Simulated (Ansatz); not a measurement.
InAgTe2 in space group P-4m2 (No. 115; In on 1c, Ag on 1a, Te on 2g) at seven volumes, plane-wave PAW LDA (Ansatz code), shape and atoms relaxed at each. One row is withheld.

```csv
V (Å³/atom),P (GPa)
29.007,5.97
29.963,3.62
30.920,1.65
31.876,0.00
32.832,-1.37
33.789,-2.52
34.745,?
```

### Question
Fit the shown pressures and predict the withheld one.

### Answer
P = (3/2)B₀(x^(7/2) − x^(5/2))[1 + (3/4)(B′ − 4)(x − 1)] with x = (V₀/V)^(2/3). Least squares on the six rows gives V₀ = 31.879 Å³/atom, B₀ = 50.0 GPa, B′ = 4.95. At V = 34.745, x = 0.9442 and P = -3.48 GPa. The run itself gave -3.48 GPa.

The first step of the workflow began from a Materials Project structure, measured or hypothetical; the Crystallography Open Database copy checked does not list it. COD files the formula under space group No. 122, so this cell is another polymorph or a model. With In and Ag taken as one species the cell has the higher symmetry F-43m, so it may be an ordered model of a mixed-site phase. Its standing as an ambient phase is unchecked. The cell was relaxed with LDA under the symmetry of its start; of distortions, only those at the zone centre were tested. No spin polarisation was allowed. Scalar-relativistic: spin–orbit coupling is off unless named, which matters more the heavier the elements.

Potentials: the later of the program's two PAW sets.
